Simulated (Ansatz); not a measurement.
Ta3Si3N: rattling a relaxed structure

It was reached by relaxing an invented guess, and it needn't be the stable form of this composition.

Computed with Ansatz 0.2.0, DFT PBE, scalar-relativistic, plane waves, PAW. Settings: cutoff 420 eV, Γ-centred mesh 6×6×6 on the computed 7-atom cell, Gaussian smearing of 0.10 eV; no spin polarisation.

The cell below (7 atoms, space group R3m (No. 160)) is relaxed within its symmetry.

```yaml
crystal:
  lattice:
    - [3.89357, 2.24795, 1.89381]
    - [-3.89357, 2.24795, 1.89381]
    - [0.00000, -4.49591, 1.89381]
  atoms:
    - { symbol: Ta, position: [0.16781, 0.55087, 0.55087] }
    - { symbol: Ta, position: [0.55087, 0.55087, 0.16781] }
    - { symbol: Ta, position: [0.55087, 0.16781, 0.55087] }
    - { symbol: Si, position: [0.04815, 0.70705, 0.04815] }
    - { symbol: Si, position: [0.04815, 0.04815, 0.70705] }
    - { symbol: Si, position: [0.70705, 0.04815, 0.04815] }
    - { symbol: N, position: [0.18081, 0.18081, 0.18081] }
```

For the test it was strained at random (σ = 1.5 % a component), the atoms were moved at random (σ = 0.05 Å), and all was relaxed again on a coarse 6×6×6 mesh (in the run’s order of axes) with 0.20 eV smearing, with no symmetry imposed.

Spin–orbit coupling, which can matter for Ta, is left out.

Q: Is the structure stable against such a distortion?

A: It returns, within 1 meV/atom of the unmoved cell on that mesh and with the same symmetry when read at 0.1 Å. No instability shows in this cell; modes of other wave vectors, which need another repeat, aren't tested.
